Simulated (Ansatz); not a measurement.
Cu Kα1 powder pattern (kinematic, no thermal factors).
| 2θ (°) | relative intensity |
| --- | --- |
| 17.18 | 72 |
| 19.15 | 7 |
| 25.83 | 5 |
| 29.98 | 34 |
| 34.75 | 2 |
| 35.82 | 100 |
| 38.86 | 24 |
| 39.98 | 52 |
| 42.77 | 15 |
| 46.54 | 12 |
| 49.84 | 17 |
| 50.77 | 2 |
| 53.11 | 1 |
| 53.23 | 7 |
| 57.09 | 26 |
| 62.19 | 10 |
| 62.30 | 18 |
| 65.15 | 4 |
| 65.83 | 2 |
| 67.83 | 7 |
| 68.39 | 15 |
| 71.12 | 9 |
| 75.91 | 20 |
| 76.64 | 8 |
| 78.53 | 5 |
| 81.22 | 2 |
| 83.42 | 3 |
| 84.22 | 9 |
| 85.98 | 2 |
| 86.36 | 4 |
| 89.53 | 16 |

The pattern is computed from a structure relaxed with DFT PBE, scalar-relativistic, plane waves, PAW in Ansatz 0.2.0. No spin polarisation. Its elements are Al, As, Yb.

Question: Give the structure.

Answer: Yb2AlAs3.
Space group P6/mmm (No. 191). a = 5.957 Å, b = 5.957 Å, c = 4.631 Å, α = 90.00°, β = 90.00°, γ = 120.00°
| atom | site | symmetry | x | y | z |
| --- | --- | --- | --- | --- | --- |
| Yb | 2c | -6m2 | 0.3333 | 0.6667 | 0.0000 |
| Al | 1a | 6/mmm | 0.0000 | 0.0000 | 0.0000 |
| As | 3g | mmm | 0.5000 | 0.0000 | 0.5000 |

A pattern alone doesn't exclude other cells with like lines; this is the one computed.

The structure comes from a generated guess; another structure or a mixture of phases may lie lower. The 4f shell has no Hubbard U here.
